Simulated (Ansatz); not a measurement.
Zincblende GaN, relaxed with r2SCAN, was run in the PAW code Ansatz under altered settings. All numbers are computed, without spin polarisation but where a row says otherwise.

```xyz
2
Lattice="0.0000 2.2490 2.2490 2.2490 0.0000 2.2490 2.2490 2.2490 0.0000" Properties=species:S:1:pos:R:3 pbc="T T T"
Ga    0.0000    0.0000    0.0000
N     1.1245    1.1245    1.1245
```

The base run's other keys:
```yaml
kpoints:
  mp_grid: { grid: [6, 6, 6] }
hamiltonian:
  xc: pbe
scf:
  occupations: { method: fixed }
  n_extra_bands: 4
```

It takes 6 iterations with 459 plane waves at 420 eV and 16 k points, and leaves a mean stress of +6.18 GPa. The gap over this mesh is 1.754 eV. It ran on 4 threads of Arm Neoverse N1, with other jobs on the host.

Outcomes, with energy and stress as changes against the base:

| setting | outcome | ΔF (meV/atom) | Δ mean stress (GPa) | gap on the mesh (eV) | iterations | wall time |
| --- | --- | --- | --- | --- | --- | --- |
| scf.occupations: fermi_dirac 0.001 | converged | 0.0 | 0.00 | 1.754 | 6 | 0.53 s |
| scf.occupations: methfessel_paxton 0.05 | converged | 0.0 | 0.00 | 1.754 | 5 | 0.51 s |
| basis.xc_grid: 1 | converged | 0.0 | 0.00 | 1.754 | 6 | 0.52 s |
| scf.occupations: cold 0.05 | converged | 0.0 | 0.00 | 1.754 | 5 | 0.51 s |
| kpoints.mp_grid.grid: [4, 4, 4] | converged | +29 | -0.02 | 1.736 | 6 | 0.41 s |
| scf.mixing.ndim: 2 | converged | 0.0 | 0.00 | 1.754 | 6 | 0.52 s |
| hamiltonian.dispersion: d4 | converged | -403 | -5.74 | 1.754 | 6 | 0.66 s |
| hamiltonian.xc: lda | converged | – | -11.64 | 1.769 | 6 | 0.55 s |
| scf.mixing.beta: 1.0 | converged | 0.0 | 0.00 | 1.754 | 6 | 0.51 s |
| scf.mixing.beta: 0.05 | converged | 0.0 | 0.00 | 1.754 | 6 | 0.51 s |
| kpoints.mp_grid.grid: [8, 8, 1] | converged, warned | +1193 | +13.13 | 1.419 | 8 | 0.65 s |
| scf.n_extra_bands: 1 | converged | 0.0 | 0.00 | 1.754 | 6 | 0.49 s |

A dash marks a value that wasn't obtained or can't be compared. Stress is positive in compression. Its mean hides that meshes of lower symmetry stress the axes unequally. The base took 0.52 s.

- kpoints.mp_grid.grid: [4, 4, 4]. The free energy moves by +29 meV an atom, the mean stress by -0.02 GPa and the gap on the mesh by -0.018 eV (to 1.736). The mesh is too coarse.
- hamiltonian.dispersion: d4. The free energy moves by -403 meV an atom, the mean stress by -5.74 GPa and the gap on the mesh by 0.000 eV (to 1.754). A pairwise correction adds to energy, forces and stress and leaves the bands alone.
- hamiltonian.xc: lda. The mean stress moves by -11.64 GPa and the gap on the mesh by +0.015 eV (to 1.769). It's another functional on the same cell, so totals aren't comparable.
- kpoints.mp_grid.grid: [8, 8, 1]. The free energy moves by +1193 meV an atom, the mean stress by +13.13 GPa and the gap on the mesh by -0.335 eV (to 1.419). The mesh breaks the crystal's symmetry, so the stress, and any force that symmetry no longer fixes, lose it too. The mesh is too coarse. Warned: symmetry narrowed by mesh.

Within 1 meV an atom, 0.1 GPa and 0.005 eV of the base stay: scf.occupations: fermi_dirac 0.001; scf.occupations: methfessel_paxton 0.05; basis.xc_grid: 1; scf.occupations: cold 0.05; scf.mixing.ndim: 2; scf.mixing.beta: 1.0; scf.mixing.beta: 0.05; scf.n_extra_bands: 1.
